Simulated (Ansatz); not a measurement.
# KZn2RhF6, a known structure type with other elements, at an estimated volume

```
K F Rh Zn
1.0
     0.00000    3.95940    3.95940
     3.95940    0.00000    3.95940
     3.95940    3.95940    0.00000
K F Rh Zn
1 6 1 2
Direct
  0.50000 0.50000 0.50000
  0.77600 0.22400 0.22400
  0.22400 0.77600 0.22400
  0.22400 0.77600 0.77600
  0.77600 0.22400 0.77600
  0.22400 0.22400 0.77600
  0.77600 0.77600 0.22400
  0.00000 0.00000 0.00000
  0.25000 0.25000 0.25000
  0.75000 0.75000 0.75000
```

Level: r2SCAN, no spin polarisation; 500 eV; 6×6×6 Γ-centred mesh; fermi-dirac occupations (width 0.0209 eV); Ansatz 0.2.0, fixed geometry.

Task: Is it stable against the elements?

Result: -1.20 eV an atom against the elements' usual phases (free molecules for gases, crystals otherwise, with no correction for O₂ or N₂), so it is bound against them; other compounds may still compete. Relaxing would lower it.

Task: Give the Bader charges.

Result: Bader charges in e: K +0.84, Zn +0.71, Rh +1.91, F -0.69. In the mean Rh gives up most and F takes most.

Task: Metal or insulator?

Result: It is a metal, with about 4.6 states/eV a cell as the mean within 0.25 eV of the Fermi level, mostly Zn s (58 %), F p (22 %) and Rh d (16 %).

Task: What does the stress say?

Result: The pressure is 38.2 GPa (compression positive), so with the atoms held at these fractions the cell would first expand; the forces are large, so a full relaxation may end otherwise.

Task: What do density and ELF say about some of the short contacts?

Result: F–Rh at 1.77 Å: least valence density 1.21 e/Å³ and ELF 0.18 there. K–F at 2.19 Å: least valence density 0.34 e/Å³ and ELF 0.07 there. Zn–F at 2.81 Å: least valence density 0.10 e/Å³ and ELF 0.06 there. These are pseudo-fields; inside the PAW spheres they differ from the all-electron ones.

Task: Which atom feels the largest force, and which way?

Result: The largest is on F5 (and as large on other atoms): 3.45 eV/Å, components (0.00, -3.45, 0.00). It makes 180° with the line to a nearest neighbour, Rh8 at 1.77 Å, pointing away from it.

Origin: a known structure type with other elements, at an estimated volume, so it need not be a known compound. Caveats: many states at the Fermi level without spin polarisation, so a magnetic state may lie lower; atoms or cell far from equilibrium.
